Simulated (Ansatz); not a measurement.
ZrP:
```
ZrP
1.0
    3.66300     0.00000     0.00000
   -1.83150     3.17225     0.00000
    0.00000     0.00000    12.47914
Zr P
4 4
Direct
  0.33333   0.66667   0.38429
  0.66667   0.33333   0.61571
  0.66667   0.33333   0.88429
  0.33333   0.66667   0.11571
  0.66667   0.33333   0.25000
  0.33333   0.66667   0.75000
  0.00000   0.00000   0.50000
  0.00000   0.00000   0.00000
```

Relaxed with PBEsol. Special points in fractions of this cell's reciprocal vectors: Γ (0.000, 0.000, 0.000); M (0.500, 0.000, 0.000); K (0.333, 0.333, 0.000); A (0.000, 0.000, 0.500); L (0.500, 0.000, 0.500); H (0.333, 0.333, 0.500).

List the band energies nearest the Fermi level at these points for PBEsol (plane waves, PAW; program Ansatz).

In eV from the Fermi level; about four levels below and three above (degenerate sets whole), none deeper than 8.9 eV; points with the same levels are listed once.

| k | below | above |
|---|---|---|
| Γ | -0.26 -0.26 -0.15 -0.15 | 0.10 0.10 0.78 0.78 |
| M | -2.32 -2.32 -1.27 -1.21 | 0.48 1.62 2.21 |
| K | -3.34 -3.34 -2.95 -2.95 -0.01 | 0.86 0.86 1.29 |
| A | -0.04 -0.04 -0.04 -0.04 | 0.24 0.24 1.73 1.73 1.73 1.73 |
| L | -1.77 -1.77 -1.74 -1.74 | 1.28 1.28 2.25 2.25 |
| H | -3.35 -3.35 -2.91 -2.91 | 0.43 0.43 0.99 0.99 |

Space group P6_3/mmc. The first step of the workflow began from a Materials Project structure, measured or hypothetical; the Crystallography Open Database copy checked does not list it. COD files the formula under space group No. 225. Whether it is the stable phase at ambient conditions was not checked. The PBEsol relaxation kept the symmetry of its start; whether a distortion lowers the energy is not shown. The run is not spin-polarised. Spin–orbit coupling is left out wherever it is not named.

Potentials: the later of the program's two PAW sets.
